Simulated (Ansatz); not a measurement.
**Relaxing an invented Ba2TaS4 structure**

The calculation used DFT PBE, scalar-relativistic, plane waves, PAW in Ansatz 0.2.0. Cutoff 420 eV, Gaussian smearing, Γ-centred meshes. Cell and atoms relax first on a coarse mesh and then on a finer one. In between, the cell is made exact in the group found at 0.06 Å. In metals the finer mesh still leaves noise of several meV/atom or more. The steps can't lower the symmetry of their start. No spin polarisation in the relaxation; trial moments died out in a coarse test.

A trial structure of Ba2TaS4 was built thus: random cell by space group and Wyckoff sites (P6/mmm, No. 191). Lengths were set from tabulated atomic sizes, so they are only a guess.

```cif
data_structure
_symmetry_space_group_name_H-M 'P6/mmm'
_symmetry_Int_Tables_number 191
_cell_length_a 5.2984
_cell_length_b 5.2984
_cell_length_c 8.7619
_cell_angle_alpha 90.000
_cell_angle_beta 90.000
_cell_angle_gamma 120.000
_cell_volume 213.02
loop_
_atom_site_label
_atom_site_type_symbol
_atom_site_symmetry_multiplicity
_atom_site_Wyckoff_symbol
_atom_site_fract_x
_atom_site_fract_y
_atom_site_fract_z
_atom_site_occupancy
Ba1 Ba 2 e 0.00000 0.00000 0.77907 1
Ta1 Ta 1 b 0.00000 0.00000 0.50000 1
S1 S 3 g 0.50000 0.00000 0.50000 1
S2 S 1 a 0.00000 0.00000 0.00000 1
```

Energies over the elements count from the elements' standard structures at the same level, with no fitted energy shifts.

Problem. Which structure results?

Solution. The symmetry stays P6/mmm (No. 191). The volume per atom grows by 36.6 %, from 30.4 to 41.6 Å³. The shortest distance goes from 1.94 Å (Ba–S) to 2.60 Å (Ta–S and S–S). The ratio c/a of the conventional cell changes by a factor of 1.45. The energy falls by about 2.0 eV/atom (the start's value is from the coarse mesh). Conventional cell: a = 5.191 Å, c = 12.466 Å. Ba is surrounded by 1 S at 2.74 Å and 1 Ta at 3.50 Å; around Ta lie 6 S at 2.60 Å and 2 Ba at 3.50 Å; S on a site of symmetry mmm has 2 Ta at 2.60 Å and 4 S at 2.60 Å; around S on a site of symmetry 6/mmm lie 2 Ba at 2.74 Å.

```
CELL_PARAMETERS angstrom
5.19105 0.00000 0.00000
-2.59552 4.49558 0.00000
0.00000 0.00000 12.46575
ATOMIC_POSITIONS crystal
Ba 0.00000 0.00000 0.78055
Ba 0.00000 0.00000 0.21945
Ta 0.00000 0.00000 0.50000
S 0.50000 0.00000 0.50000
S 0.00000 0.50000 0.50000
S 0.50000 0.50000 0.50000
S 0.00000 0.00000 0.00000
```

Problem. How does it come out in energy, and is it a metal?

Solution. The formation energy is −0.08 eV/atom and the gap on the 12×12×4 mesh of the 7-atom cell is 0 eV (a metal).

Whether it is stable depends on the other phases of the system, which aren't compared here.

The last run used Gaussian smearing of 0.10 eV. Spin–orbit coupling, which can matter for Ta, is left out. An odd number of electrons in the primitive cell allows no gap without spin; a larger cell or a magnetic state could open one. The reference form of S is held partly by dispersion forces, which this level lacks. Symmetry constrained the relaxation, so the result can be a saddle point. In all, the 3 runs took 4.3 min on 1 thread of Intel(R) Xeon(R) CPU @ 2.80GHz (Skylake/Cascade Lake) (shared host).
